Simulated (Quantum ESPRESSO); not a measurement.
## One change at a time to Ag3Al2SnTa2

These are calculations, not measurements. They come from Quantum ESPRESSO 7.5, a public plane-wave density functional program. Each row is one single-point run on a made-up periodic cell of eight metal atoms, with elements, volume, strain and displacements drawn at random and not relaxed, so a cell may be unstable or far from any real phase. There is no spin polarisation or spin-orbit coupling.

Settings: PBE unless stated; PseudoDojo standard norm-conserving files; Fermi-Dirac width 0.25 eV, which means electrons at about 2900 K; cutoff 1143 eV; 8 x 5 x 3 k mesh shifted half a step off Gamma. E is the free energy of the whole cell (internal energy minus TS), so a -TS column is already part of it. Stress is positive in tension, and the pressure P is minus a third of its trace.

Checks: one run of this series was repeated at a higher cutoff and on a denser mesh, which moved values by no more than 0.010 eV, 0.05 GPa and 0.017 eV/Å, and a second program with other atomic files agreed on it to 2 % rms in force and 0.5 GPa in pressure. Known limits: the tin pseudopotential is less sure than most, with forces differing by about three percent from a second method on plain tin; heavy elements are run without spin-orbit coupling, which real alloys of them have; a spin test at this wide smearing found no moment, but such smearing suppresses magnetism that the real alloy may have.

The lattice is hexagonal close-packed, and the cell vectors in Å are (2.888, -0.050, -0.028); (1.531, -2.479, -4.622); (1.360, 7.392, -4.652), a volume of 131.51 Å³ in run 1. The elements on sites 1 to 8 are Ta Al Sn Ag Al Ta Ag Ag. Each later run makes one change to run 1 and keeps the rest. E is counted from run 1, and is n/a where other atomic files have another zero of energy.

| run | change | V (Å³) | P (GPa) | -TS (eV) | rms force (eV/Å) | largest change of a force component (eV/Å) | E (eV) |
|---|---|---|---|---|---|---|---|
| 1 | none | 131.51 | 16.62 | -0.811 | 0.547 | 0.000 | 0.000 |
| 2 | sites 6 and 7 exchanged | 131.51 | 15.34 | -0.776 | 0.601 | 0.836 | 0.063 |
| 3 | all lengths scaled by -0.54 % | 129.39 | 19.81 | -0.797 | 0.585 | 0.099 | 0.241 |
| 4 | LDA in place of PBE | 131.51 | 5.80 | -0.821 | 0.470 | 0.285 | n/a |
| 5 | Mg on site 2 | 131.51 | 19.41 | -0.822 | 0.541 | 0.952 | n/a |
| 6 | site 8 moved by -0.18 Å along x | 131.51 | 16.68 | -0.811 | 0.562 | 0.902 | ? |

## Worked estimate

Along the move dE = -F dx. The force on site 8 along x is -0.334 eV/Å in run 1 and 0.568 eV/Å in run 6, and the move is -0.18 Å, so the mean force times the move gives an estimate.

## Withheld value

Question: what E should run 6 give?

The estimate is 0.021 eV. The calculation gave 0.021 eV.
